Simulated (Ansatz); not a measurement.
A relaxed structure of C is spoiled in several ways and relaxed again each time (squeezed and stretched starts keep its symmetry, which their runs cannot lower; pressure is positive under compression). The numbers are results of PBEsol (plane waves to 420 eV, PAW, scalar-relativistic; Ansatz, an electronic-structure program), not measurements.

Space group Fd-3m, origin choice 1 (No. 227); a = 3.5537 Å, b = 3.5537 Å, c = 3.5537 Å, α = 90.00°, β = 90.00°, γ = 90.00°

| atom | site | symmetry | x | y | z |
|---|---|---|---|---|---|
| C | 8a | -43m | 0.0000 | 0.0000 | 0.0000 |
(The calculation used a cell of 2 atoms; values per cell refer to that cell.)

Question: One start gave a first pressure of -9.2 GPa, a largest first force of 0.38 eV/Å and released 0.14 eV/atom. Which change was it?
A. stretched uniformly to 115 % of its volume
B. deformed by the Cartesian strain tensor (xx, yy, zz, yz, xz, xy) = (-0.005, -0.018, 0.057, -0.003, -0.040, -0.024)

Answer: B, deformed by the Cartesian strain tensor (xx, yy, zz, yz, xz, xy) = (-0.005, -0.018, 0.057, -0.003, -0.040, -0.024). All starts:

```tsv
change	first pressure (GPa)	largest first force (eV/Å)	released (eV/atom)	moves	outcome	final group	E − E(parent) (eV/atom)
stretched uniformly to 115 % of its volume	-48.4	0.00	0.14	5	returns to the parent	Fd-3m	0.000
deformed by the Cartesian strain tensor (xx, yy, zz, yz, xz, xy) = (-0.005, -0.018, 0.057, -0.003, -0.040, -0.024)	-9.2	0.38	0.14	5	returns to the parent	Fd-3m	0.000
```

First-step values come from each run's starting, coarser k-mesh (11×11×11). Each cell has its own k-point mesh; energy differences are given only to the digits this allows. No spin polarisation in the result.
